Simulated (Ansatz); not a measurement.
# Relaxation path: zincblende GaAs (110), 3 layers

DFT, r2SCAN, PAW with Ansatz's default frozen-core files, scalar-relativistic (Ansatz 0.2.0); a Γ-centred 8×6×1 k mesh, Fermi–Dirac smearing of 0.02 eV, no spin polarisation. The run relaxes the atoms in the fixed cell.

Command: `ansatz run input.yaml --threads 2 --pin off --max-ram 4096MiB --backend cpu --events-out ev --progress --plain --runs-dir out` It took 2.7 min on 2 threads of Intel(R) Xeon(R) 6975P-C (Granite Rapids), on a shared host, peak memory 1.6 GiB.

```yaml
crystal:
  lattice:
    - [4.0065559458, 0.0, 0.0]
    - [0.0, 5.6661257569, 0.0]
    - [0.0, 0.0, 20.0066]
  atoms:
    - { symbol: Ga, position: [0.25, 0.125, 0.3998691445] }
    - { symbol: As, position: [0.75, 0.875, 0.3998691445] }
    - { symbol: Ga, position: [0.75, 0.625, 0.5] }
    - { symbol: As, position: [0.25, 0.375, 0.5] }
    - { symbol: Ga, position: [0.25, 0.125, 0.6001308555] }
    - { symbol: As, position: [0.75, 0.875, 0.6001308555] }
kpoints:
  mp_grid: { grid: [8, 6, 1] }
scf:
  occupations: { method: fermi_dirac, width: 0.02 }
hamiltonian:
  xc: r2scan
  pseudopotentials: { kind: paw }
output:
  forces: true
  stress: true
  eigenvalues: true
relax:
  f_tol: 0.01
  max_steps: 40
efield:
  axis: 3
  amplitude: 0
  dipole_correction: true
```

Each step lists its free energy a cell above the last geometry, and Cartesian positions (Å) with forces (eV/Å).

The first step:

```
step 1  dF = 1381.20 meV
  Ga 1.0016 0.7083 8.0000   0.0000 -1.2800 0.9262
  As 3.0049 4.9579 8.0000   0.0000 0.4997 -1.4405
  Ga 3.0049 3.5413 10.0033   0.0000 0.6556 0.0000
  As 1.0016 2.1248 10.0033   0.0000 0.9052 0.0000
  Ga 1.0016 0.7083 12.0066   0.0000 -1.2800 -0.9262
  As 3.0049 4.9579 12.0066   0.0000 0.4997 1.4405
```

The PAW files were made under PBE. The cell is 1×1, so reconstructions are forbidden.

Problem. Where does the relaxation end, and by which steps?

Solution. After 7 geometries, with a shortest distance of 2.425 Å. The further steps:
```
step 2  dF = 275.92 meV
  Ga 1.0016 0.5819 8.1536   0.0000 -0.3841 0.8696
  As 3.0049 4.9302 7.8120   0.0000 0.0845 -0.5480
  Ga 3.0049 3.7082 10.0033   0.0000 0.4813 0.0001
  As 1.0016 2.2658 10.0033   0.0000 0.1190 -0.0002
  Ga 1.0016 0.5819 11.8530   0.0000 -0.3843 -0.8695
  As 3.0049 4.9302 12.1946   0.0000 0.0844 0.5480
step 3  dF = 14.94 meV
  Ga 1.0016 0.4990 8.3292   0.0000 0.1154 0.1811
  As 3.0049 4.9255 7.7416   0.0000 0.0528 0.1236
  Ga 3.0049 3.8033 10.0033   0.0000 0.0579 0.0006
  As 1.0016 2.3462 10.0033   0.0000 -0.3923 -0.0008
  Ga 1.0016 0.4989 11.6774   0.0000 0.1145 -0.1807
  As 3.0049 4.9254 12.2650   0.0000 0.0525 -0.1243
step 4  dF = 0.88 meV
  Ga 1.0016 0.4976 8.3627   0.0000 0.0582 0.0363
  As 3.0049 4.9369 7.7656   0.0000 -0.0041 0.0227
  Ga 3.0049 3.7956 10.0033   0.0000 0.0215 0.0002
  As 1.0016 2.3343 10.0033   0.0000 -0.1297 -0.0004
  Ga 1.0016 0.4973 11.6439   0.0000 0.0579 -0.0362
  As 3.0049 4.9367 12.2410   0.0000 -0.0041 -0.0231
step 5  dF = 0.21 meV
  Ga 1.0016 0.5029 8.3639   0.0000 -0.0286 0.0003
  As 3.0049 4.9378 7.7712   0.0000 0.0027 -0.0114
  Ga 3.0049 3.7944 10.0034   0.0000 -0.0111 -0.0014
  As 1.0016 2.3228 10.0032   0.0000 0.0613 0.0014
  Ga 1.0016 0.5028 11.6427   0.0000 -0.0270 -0.0015
  As 3.0049 4.9377 12.2354   0.0000 0.0028 0.0128
step 6  dF = 0.02 meV
  Ga 1.0016 0.5004 8.3679   0.0000 0.0011 -0.0049
  As 3.0049 4.9380 7.7706   0.0000 0.0011 0.0009
  Ga 3.0049 3.7940 10.0031   0.0000 0.0080 0.0011
  As 1.0016 2.3282 10.0035   0.0000 -0.0130 -0.0008
  Ga 1.0016 0.5001 11.6387   0.0000 0.0006 0.0059
  As 3.0049 4.9377 12.2360   0.0000 0.0020 -0.0022
step 7  dF = 0.00 meV
  Ga 1.0016 0.5005 8.3665   0.0000 0.0001 -0.0001
  As 3.0049 4.9378 7.7701   0.0000 -0.0001 0.0000
  Ga 3.0049 3.7946 10.0033   0.0000 0.0000 0.0002
  As 1.0016 2.3271 10.0033   0.0000 0.0001 0.0000
  Ga 1.0016 0.5005 11.6402   0.0000 0.0001 -0.0001
  As 3.0049 4.9378 12.2364   0.0000 -0.0003 0.0001
```
